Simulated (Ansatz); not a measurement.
NaCl: reading a single point

```xyz
2
Lattice="0.0000 2.8376 2.8376 2.8376 0.0000 2.8376 2.8376 2.8376 0.0000" Properties=species:S:1:pos:R:3 pbc="T T T"
Na    0.0000    0.0000    0.0000
Cl    2.8376    2.8376    2.8376
```

The numbers come from plane-wave PAW DFT (Ansatz): r2SCAN, no spin polarisation, 500 eV, 8×8×8 Γ-centred k points, fermi-dirac occupations (width 0.1 eV). Nothing was relaxed.

What is the band gap?

The gap is 5.82 eV, direct at the points sampled.

What does the stress say?

The pressure is -0.9 GPa (compression positive), so with the atoms held at these fractions the cell would first shrink.

What is the character of the valence top and the conduction bottom?

Within 0.7 eV of the edges, the states project mainly on Cl p (99 %) below the gap and on Na s (73 %) and Cl s (20 %) above it.

Describe some of the short contacts.

Na–Cl at 2.84 Å: least valence density 0.08 e/Å³ and ELF 0.02 there, a closed-shell (ionic or weak) contact. These are pseudo-fields; inside the PAW spheres they differ from the all-electron ones.

What is the formation energy?

-2.10 eV an atom against the elements' usual phases (free molecules for gases, crystals otherwise, with no correction for O₂ or N₂), so it is bound against them; other compounds may still compete. Relaxing would lower it.

Give the Bader charges.

Bader charges in e: Na +0.89, Cl -0.89. In the mean Na gives up most and Cl takes most.

Origin: a database entry at a rescaled volume.
